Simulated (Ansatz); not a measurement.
The cell below belongs to a search over invented structures; it isn't taken from experiment.

Input and command of a plane-wave DFT calculation in Ansatz:

```yaml
crystal:
  lattice:
    - [4.5232165823, 0.0, 0.0]
    - [0.0, 4.5232165823, 0.0]
    - [0.0, 0.0, 8.3005577788]
  atoms:
    - { symbol: Tb, position: [0.0, 0.5, 0.6775529573] }
    - { symbol: Tb, position: [0.0, 0.0, 0.3348220088] }
    - { symbol: Tb, position: [0.5, 0.0, 0.6775529573] }
    - { symbol: "Y", position: [0.5, 0.5, 0.0788906711] }
    - { symbol: Pb, position: [0.0, 0.0, 0.9674603657] }
basis:
  ecutwfc: 690
kpoints:
  mp_grid: { grid: [8, 8, 4] }
hamiltonian:
  xc: pbe
  pseudopotentials:
    kind: paw
    azcp: { Tb: "pseudopotentials/pbe/nc/lanthanide_3plus/Tb.nc.azcp" }
scf:
  occupations: { method: gaussian, width: 0.1 }
output:
  forces: true
  stress: true
  eigenvalues: true
relax:
  adjacent_minimum: "off"
  f_tol: 0.01
  max_steps: 30
  cell: { stress_tol: 0.1, fix: [volume] }
```

```bash
ansatz run input.yaml --threads 1 --pin off --max-ram 2816MiB --backend cpu --events-out ev --progress --plain --runs-dir out
```

Processor: Arm Neoverse V2, 1 thread, on a host shared with other jobs.

How long does it run, and how much memory does it take?

About 6.2 min, peak memory 0.72 GiB. It solves 35 bands at 45 k points (after reduction by symmetry) with about 7007 plane waves, in 47 SCF iterations over 7 ionic steps.

With its 4f electrons in the core of a norm-conserving potential, the lanthanide is trivalent by construction, without f bands, f moments or other valences.
